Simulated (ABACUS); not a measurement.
Checks by hand on CaO (Fm-3m, 2 atoms in the cell; from Materials Project mp-2605)

```
CELL_PARAMETERS angstrom
      0.00000     2.40355     2.40355
      2.40355     0.00000     2.40355
      2.40355     2.40355     0.00000
ATOMIC_POSITIONS crystal
  Ca 0.00000 0.00000 0.00000
  O  0.50000 0.50000 0.50000
```

Method: PBE, numerical atomic orbitals TZP (confined pseudo-atomic orbitals with Gaussian additions; energy shift 0.003 Ry), PseudoDojo 0.5 standard norm-conserving PBE (tails mended) pseudopotentials in ABACUS.

Main settings: basis = TZP numerical atomic orbitals, energy shift 0.003 Ry; KPT = Gamma 6 6 6 0 0 0; basis_type = lcao; ecutwfc = 100 Ry; smearing_method = gaussian; smearing_sigma = 0.00146997 Ry; potentials = PseudoDojo 0.5 standard norm-conserving PBE (tails mended); symmetry = 1.

The atom-centred basis is finite, which shifts total energies, pressures and gaps against plane waves. The structure comes from a collection of computed structures, made at another level of theory; the collection holds predicted forms beside known ones.

A band-structure run on this density gave a gap of 3.66 eV along the path. From the bottom of the conduction band at X toward W, the level moves away from the edge by 0.0137 eV at Δk = 0.0408 Å⁻¹ and by 0.0550 eV at Δk = 0.0817 Å⁻¹. From the top of the valence band at Γ toward X, the level moves away from the edge by 0.0091 eV at Δk = 0.0817 Å⁻¹ and by 0.0350 eV at Δk = 0.1634 Å⁻¹.

Q: Estimate the effective masses, and the wavelength of a photon at the gap.

A: For a parabola ΔE = ħ²Δk²/(2m*), with ħ²/(2mₑ) = 3.810 eV Å², so m*/mₑ = 3.810 Δk²/ΔE. At the bottom of the conduction band: 3.810 × 0.0408²/0.0137 = 0.46 from the nearer point and 0.46 from the farther. At the top of the valence band: 3.810 × 0.0817²/0.0091 = 2.79 from the nearer point and 2.91 from the farther. Where the two differ the band is not parabolic over this range, and the mass at the edge lies beyond the nearer value. These are masses along one direction, for the outermost band, at this level of theory and without spin-orbit coupling. The gap corresponds to λ = 1239.8 nm eV/3.66 eV = 339 nm (the gap is indirect, so absorption there needs a phonon); semi-local functionals usually give gaps below the measured ones.

The atomic orbitals were generated for these runs; they are not ABACUS's published sets and were checked against plane waves on a few crystals only.

“Tails mended”: in these copies of the files the far tail of each local potential was reset to the Coulomb form.
